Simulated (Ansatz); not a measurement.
The following input was run with Ansatz 0.2.0.

```yaml
crystal:
  lattice:
    - [3.2025170806, 0.0, 0.0]
    - [-1.6012585403, 2.7734611479, 0.0]
    - [0.0, 0.0, 5.1587575428]
  atoms:
    - { symbol: Zn, position: [0.3333333333, 0.6666666667, 0.4996921304] }
    - { symbol: Zn, position: [0.6666666667, 0.3333333333, -0.0003078696] }
    - { symbol: O, position: [0.6666666667, 0.3333333333, 0.3793178696] }
    - { symbol: O, position: [0.3333333333, 0.6666666667, 0.8793178696] }
basis:
  ecutwfc: 500
kpoints:
  mp_grid: { grid: [12, 12, 6] }
hamiltonian:
  xc: r2scan
scf:
  occupations: { method: gaussian, width: 0.02 }
output:
  forces: true
  stress: true
  eigenvalues: true
  write_density: true
  write_potential: true
  elf: true
  volumetric_format: npy
relax:
  adjacent_minimum: "off"
  f_tol: 0.01
  max_steps: 30
  cell: { stress_tol: 0.1, fix: [volume] }
```

Launched with
```bash
ansatz run input.yaml --threads 1 --pin off --max-ram 2560MiB --backend cpu --events-out ev --progress --plain --runs-dir out
```

Level of theory: Ansatz 0.2.0, DFT r2SCAN, scalar-relativistic, plane waves, PAW.

Part of what the program printed, abridged (final results; tables in files aren't shown):

```
SCF 2 converged in 5 iterations: F = -7789.831918 eV  dr2 = 1.03e-10
SCF converged after 5 iterations
Free energy (F): -7789.831918 eV
Harris-Foulkes:  -7789.831918 eV  (|F-HF|=1.00e-11)
Internal energy: -7789.831918 eV  (E = F + TS)
E sigma→0 (E₀):  -7789.831918 eV
Fermi energy:    8.083389 eV
--- Per-component energies (eV) ---
  E_band       = 62.744066
  E_kinetic    = 614.602205
  E_local      = -3959.669642  (includes V_loc(G=0)·N_el)
  E_nonlocal   = 1342.793841
  E_hartree    = 1635.863967
  E_xc         = -393.492865
  E_vxc        = -316.735702  (∫ρ·V_xc dr)
  E_paw        = -4028.921608  (= ΣΔE_a)
  E_vpaw       = -909.132195  (= ΣTr[D̂ρ^β])
  E_aug_tail   = 0.001913  (compensation charges beyond the density's cutoff)
  E_vtau       = 19.155763  (kinetic-family band-sum trace: ∫τ·v_τ [+ j·A + Jᵃ·Aᵃ] dr)
  E_ewald      = -3000.580610
  E_core_change = -0.429119  (= ΣΔE_core)
  E_smearing   =  0.000000  (= −TS)
--- Forces (eV/Å), atoms counted from 1 ---
  atom   1  Zn     0.00000000     0.00000000     0.00082893
  atom   2  Zn     0.00000000     0.00000000     0.00082893
  atom   3  O      0.00000000     0.00000000    -0.00067328
  atom   4  O      0.00000000     0.00000000    -0.00067328
--- Stress (GPa, compression-positive) ---
        4.904490       0.000000       0.000000
        0.000000       4.904490       0.000000
        0.000000       0.000000       4.852205
  P = ⅓ Tr σ = 4.8871 GPa (48.871 kbar)
--- Band table (eV; the first three rows and the last of 76) ---
  k-point 0: bands = ["-11.9448", "-11.1989", "1.4246", "1.4246", "1.4599", "1.4853", "1.6422", "1.6422", "2.7931", "2.7931", "3.0164", "3.0164", "3.3016", "6.5899", "6.5899", "7.3346", "7.4420", "7.4420", "8.7246", "13.4475", "16.3825", "21.3712"]
  k-point 1: bands = ["-11.8973", "-11.2516", "1.3552", "1.4309", "1.4329", "1.4329", "1.6204", "1.6204", "2.8134", "2.8134", "3.0077", "3.0077", "3.6130", "6.6481", "6.6481", "6.8376", "7.3863", "7.3863", "9.3168", "13.1669", "16.6297", "21.3701"]
  k-point 2: bands = ["-11.7659", "-11.3932", "1.2208", "1.3081", "1.4598", "1.4598", "1.5671", "1.5671", "2.8653", "2.8653", "2.9785", "2.9785", "4.3236", "6.0229", "6.8066", "6.8066", "7.2331", "7.2331", "10.3613", "12.4420", "17.3187", "19.8968"]
  k-point 75: bands = ["-11.0556", "-11.0556", "1.4144", "1.4144", "1.6410", "1.6410", "2.2685", "2.2685", "2.7965", "2.7965", "3.3539", "3.3539", "3.6208", "3.6208", "4.6065", "4.6065", "6.0887", "6.0887", "16.0218", "16.0218", "16.3175", "16.3175"]
--- Relaxed structure (1 steps of the walk, 1 accepted, 1 SCFs on fresh bases) ---
  F+E_penalty+E_count = -7789.83191819 eV   max|allowed force component| = 7.511e-4 eV/Å   (the final SCF, on the basis selected at the relaxed cell)
  cell:  # Å, volume = 45.8204 Å³
    - [3.20251708, 0.0, 0.0]
    - [-1.60125854, 2.77346114, 0.0]
    - [0.0, 0.0, 5.1587575428]
  atoms:
    - { symbol: Zn, position: [0.33333333, 0.66666666, 0.4996921304] }
    - { symbol: Zn, position: [0.66666666, 0.33333333, -0.0003078696] }
    - { symbol: O, position: [0.66666666, 0.33333333, 0.3793178696] }
    - { symbol: O, position: [0.33333333, 0.66666666, 0.8793178696] }
```

The relaxation met its thresholds.

Time: 30 s on 1 thread of Intel(R) Xeon(R) Processor @ 2.70GHz (shared host), peak memory 0.53 GiB.